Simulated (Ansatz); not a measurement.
CaF2: structures and their energies

5 relaxations of CaF2 ended in 3 distinct structures. Level of theory: PBEsol (plane waves to 420 eV, PAW, scalar-relativistic; Ansatz, a program for electronic structure).

```csv
#,space group,Pearson,type,E − E(lowest) (eV/atom),V (Å³/atom),"gap (eV, no SOC)",coordination,runs ending here
1,Fm-3m,cF12,fluorite type,0.000,13.27,7.25,"Ca 8 (cubic), F 4 (tetrahedral)",3
2,Pnma,oP12,–,0.042,12.19,7.71,–,1
3,Pmc2₁,oP6,–,0.189,13.95,6.32,–,1
```

Coordination numbers (neighbours up to the widest gap in distance over summed covalent radii, below 1.35; n+m marks a second, longer set; metal–metal contacts left out). Fm-3m, cF12, fluorite type is the lowest of the structures calculated here.

Space group Fm-3m (No. 225); a = 5.4204 Å, b = 5.4204 Å, c = 5.4204 Å, α = 90.00°, β = 90.00°, γ = 90.00°

```tsv
atom	site	symmetry	x	y	z
Ca	4a	m-3m	0.0000	0.0000	0.0000
F	8c	-43m	0.2500	0.2500	0.2500
```
(The calculation used a cell of 3 atoms; values per cell refer to that cell.)

Each run could gain symmetry but not lose that of its start, so entries can be saddle points.  Static energies at zero pressure. No spin polarisation in the result. Gaps of cells over 8 atoms come from the SCF mesh and high-symmetry points alone.
